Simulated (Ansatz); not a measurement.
MgO (rock salt, Fm-3m), PBE (plane waves, PAW; program Ansatz). The conduction-band minimum lies at Γ, with 1 equivalent valley. Second derivatives d²E/dk² of the lowest band at one valley (eV·Å²), along Cartesian directions:

```
direction  d²E/dk²
---------  -------
[100]        22.66
[010]        22.66
[001]        22.66
[110]        22.65
[101]        22.65
[011]        22.65
```

**Question.** Find the principal effective masses, the density-of-states mass and the conductivity mass.

**Answer.** Off-diagonal terms follow from H_xy = H[110] − (H_xx + H_yy)/2, and m*/mₑ = 7.620 eV·Å² over each eigenvalue: 0.34, 0.34, 0.34. One valley's DOS mass (m₁m₂m₃)^(1/3) = 0.34, conductivity mass 3/(Σ 1/mᵢ) = 0.34 mₑ.

**Question.** What effective density of states Nc follows at 300 K for parabolic valleys?

**Answer.** Nc = 2.509e19 × 1 × (0.34)^(3/2) ≈ 5.0e18 cm⁻³.

**Question.** With the computed static dielectric constant 11.2 (mean of the diagonal), estimate a hydrogenic donor's binding energy and radius.

**Answer.** E = 13.606 eV × 0.34/11.2² ≈ 37 meV; a = 0.529 Å × ε/m* ≈ 17 Å. Semilocal masses tend to be too small where the gap is.

**Question.** With ε∞ = 3.24 and ω_LO = 678 cm⁻¹, what Fröhlich coupling constant follows?

**Answer.** α = (1/ε∞ − 1/ε0) √(m* × 13.606 eV/ħω_LO) = 1.6.

The cell was relaxed with PBE under the symmetry of its start; phonons on a q-mesh show no instability.

Potentials: the later of the program's two PAW sets.
